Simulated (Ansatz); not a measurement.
Tl: relaxation of cell and atoms

Method: Ansatz 0.2.0, DFT, PBEsol, all-electron LAPW, scalar-relativistic.

Command: `ansatz run input.yaml --threads 1 --pin off --max-ram 2048MiB --backend cpu --events-out ev --progress --plain --runs-dir out` The run took 74 s on 1 thread of Arm Neoverse V1, with other jobs on the host.

```yaml
crystal:
  lattice:
    - [3.5014788996, 0.0, 0.0]
    - [-1.7507394498, 3.0323696779, 0.0]
    - [0.0, 0.0, 5.5977057061]
  atoms:
    - { symbol: Tl, position: [0.3333333333, 0.6666666667, 0.25] }
    - { symbol: Tl, position: [0.6666666667, 0.3333333333, 0.75] }
kpoints:
  mp_grid: { grid: [11, 11, 6] }
scf:
  occupations: { method: fermi_dirac, width: 0.05 }
hamiltonian:
  xc: pbesol
  pseudopotentials: { kind: all_electron, lapw: { basis_error: 0.001 } }
output:
  forces: true
  stress: true
relax:
  f_tol: 0.005
  max_steps: 80
  cell: {}
```

Spin–orbit coupling is left out, though it moves levels of the heavy atoms by tenths of an eV or more.

The cell comes from COD entry 9008519, which wasn't checked; take it as a given geometry. The listed cell was then made from it by scaling, straining or moving an atom.

Each frame lists the cell vectors (Å), then Cartesian positions (Å); symmetry keeps all forces zero. Free energies count from the first step, -1101255.5639 eV.

The walk took 6 evaluations in all; steps that aren't listed are left out.

Step 1: E = 0.0 meV, P = -1.27 GPa

```
cell 3.5015 0.0000 0.0000 -1.7507 3.0324 0.0000 0.0000 0.0000 5.5977
Tl    0.0000    2.0216    1.3994
Tl    1.7507    1.0108    4.1983
```

Step 2: E = -9.0 meV, P = -0.26 GPa

```
cell 3.4678 0.0000 0.0000 -1.7339 3.0032 0.0000 0.0000 0.0000 5.5302
Tl    0.0000    2.0022    1.3826
Tl    1.7339    1.0011    4.1477
```

Step 3: E = -9.4 meV, P = 0.02 GPa

```
cell 3.4565 0.0000 0.0000 -1.7283 2.9934 0.0000 0.0000 0.0000 5.5220
Tl    0.0000    1.9956    1.3805
Tl    1.7283    0.9978    4.1415
```

Step 4: E = -9.4 meV, P = 0.01 GPa

```
cell 3.4543 0.0000 0.0000 -1.7271 2.9915 0.0000 0.0000 0.0000 5.5282
Tl    0.0000    1.9943    1.3821
Tl    1.7271    0.9972    4.1462
```

Q: How does the relaxation end?

A: It converges, with a = 3.451 Å, b = 3.451 Å, c = 5.539 Å, α = 90.00°, β = 90.00°, γ = 120.00° (conventional cell, space group P6_3/mmc). The last solve (on a basis chosen afresh for the final cell, so its energy is not quite comparable) gives E = -9.5 meV, P = 0.00 GPa:
```
cell 3.4507 0.0000 0.0000 -1.7254 2.9884 0.0000 0.0000 0.0000 5.5390
Tl    0.0000    1.9923    1.3848
Tl    1.7254    0.9961    4.1543
```
